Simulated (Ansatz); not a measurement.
**MgI₂ (P-3m1), two-dimensional strain map**

The calculation used Ansatz 0.2.0, DFT PBE+D3(BJ), scalar-relativistic, plane waves, PAW. Cutoff 420 eV, Γ-centred 6×6×4 k-points, Gaussian smearing of 0.05 eV. Spin–orbit coupling is left out, which matters for the heavy elements here. No spin polarisation. Energies are free energies at this smearing, counted from the undisturbed cell; pressure is positive in compression.

Reference structure (as given, not relaxed at this level; it stands at -0.3 GPa):

```
Mg I
1.0
     4.15370    0.00000    0.00000
    -2.07685    3.59721    0.00000
     0.00000    0.00000    6.86200
Mg I
1 2
Direct
  0.00000 0.00000 0.00000
  0.33333 0.66667 0.75763
  0.66667 0.33333 0.24237
```

The cell is strained by p along both x and y and by q along z, fractional coordinates fixed. Points are written (p, q).

Energy above the undisturbed cell in meV/atom (a dash: not computed):

```csv
p \ q,-0.080,-0.040,0.000,0.040,0.080
-0.080,236.8,160.6,113.1,90.0,87.8
-0.040,97.1,–,21.7,–,27.7
0.000,36.7,8.6,0.0,8.1,30.6
0.040,34.6,–,28.7,–,78.2
0.080,75.5,78.1,93.7,–,157.4
```

Pressure in GPa:

| p \ q | -0.080 | -0.040 | 0.000 | 0.040 | 0.080 |
| --- | --- | --- | --- | --- | --- |
| -0.080 | 12.9 | 9.8 | 7.3 | 5.3 | 3.6 |
| -0.040 | 6.9 | – | 2.8 | – | 0.1 |
| 0.000 | 2.7 | 1.1 | -0.3 | -1.3 | -2.1 |
| 0.040 | -0.2 | – | -2.3 | – | -3.6 |
| 0.080 | -2.1 | -3.0 | -3.6 | – | -4.4 |

Gap on the k-mesh in eV:

```csv
p \ q,-0.080,-0.040,0.000,0.040,0.080
-0.080,3.41,3.51,3.41,3.24,3.03
-0.040,3.24,–,3.56,–,3.22
0.000,3.10,3.33,3.53,3.47,3.30
0.040,2.91,–,3.16,–,3.17
0.080,2.46,2.59,2.71,–,2.87
```